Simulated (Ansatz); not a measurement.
ZnCdS$_{2}$:
```
ZnCdS2
1.0
    3.92781     0.00000     0.00000
    0.00000     3.92781     0.00000
    0.00000     0.00000     5.65345
Zn Cd S
1 1 2
Direct
  0.00000   0.00000   0.50000
  0.50000   0.50000   0.00000
  0.50000   0.00000   0.27536
  0.00000   0.50000   0.72464
```

x, y and z are the axes in which the lattice vectors are written.

### Question
Give the high-frequency dielectric tensor and the Born effective charge tensors of the independent atoms from DFPT, DFT-PBEsol in the program Ansatz with PAW potentials.

### Answer

ε∞:
```
6.26  0.00  0.00
0.00  6.26  0.00
0.00  0.00  6.33
```
Z* of atom 1 (Zn), rows: field, columns: displacement, in e:
```
2.10  0.00  0.00
0.00  2.10  0.00
0.00  0.00  1.85
```
Z* of atom 2 (Cd), rows: field, columns: displacement, in e:
```
2.04  0.00  0.00
0.00  2.04  0.00
0.00  0.00  2.27
```
Z* of atom 3 (S), rows: field, columns: displacement, in e:
```
-2.17   0.00   0.00
 0.00  -1.96   0.00
 0.00   0.00  -2.06
```

Space group P-4m2. The workflow started from a Materials Project entry (that database holds measured and hypothetical structures alike); the Crystallography Open Database copy checked does not list it. Its standing as an ambient phase is unchecked. Symmetry was held in the PBEsol relaxation; its stability against distortions is not shown here. Spin–orbit coupling is left out wherever it is not named.

Potentials: the later of the program's two PAW sets.
